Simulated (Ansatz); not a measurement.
AlIr:
```
CELL_PARAMETERS angstrom
      1.42706    -4.80592     0.00000
      1.42706     4.80592     0.00000
      0.00000     0.00000     4.20182
ATOMIC_POSITIONS crystal
  Al 0.65007 0.34993 0.25000
  Ir 0.91186 0.08814 0.25000
  Al 0.34993 0.65007 0.75000
  Ir 0.08814 0.91186 0.75000
```

Relaxed with PBEsol. Special points in fractions of this cell's reciprocal vectors: Γ (0.000, 0.000, 0.000); Y (-0.500, 0.500, 0.000); C0 (-0.272, 0.728, 0.000); Σ0 (0.272, 0.272, 0.000); Z (0.000, 0.000, 0.500); A0 (0.272, 0.272, 0.500); E0 (-0.272, 0.728, 0.500); T (-0.500, 0.500, 0.500); S (0.000, 0.500, 0.000); R (0.000, 0.500, 0.500).

Q: List the band energies nearest the Fermi level at these points for PBEsol in the plane-wave PAW code Ansatz.

A: In eV from the Fermi level; about four levels below and three above (degenerate sets whole), none deeper than 8.9 eV; points with the same levels are listed once.

| k | below | above |
|---|---|---|
| Γ | -0.99 -0.95 -0.65 -0.27 | 0.13 0.13 3.90 |
| Y | -1.61 -1.19 -0.26 -0.15 | 0.95 3.08 4.97 |
| C0 | -3.11 -1.63 -0.93 -0.87 | 1.56 2.20 3.88 |
| Z | -1.79 -1.79 -0.19 -0.19 | 0.09 0.09 4.57 4.57 |
| A0 | -1.45 -1.45 0.00 0.00 | 0.74 0.74 2.98 2.98 |
| T | -0.17 -0.17 -0.16 -0.16 | 7.80 7.80 9.76 9.76 |
| S | -2.84 -1.28 -0.94 -0.16 | 1.57 2.72 2.76 |
| R | -2.87 -2.87 -1.07 -1.07 | 0.19 0.19 0.83 0.83 |

Space group Cmcm. The start of the workflow was typed in or built on a structure type; neither database checked (COD, Materials Project) lists it. Whether it is the stable phase at ambient conditions was not checked. Symmetry was held in the PBEsol relaxation; its stability against distortions is not shown here. No spin polarisation was allowed. Scalar-relativistic: spin–orbit coupling is off unless named, which matters more the heavier the elements.

Potentials: the earlier of the program's two PAW sets. The files were generated under PBE; for other functionals the program regenerates the frozen cores, and for LDA and PBEsol the local potential too.
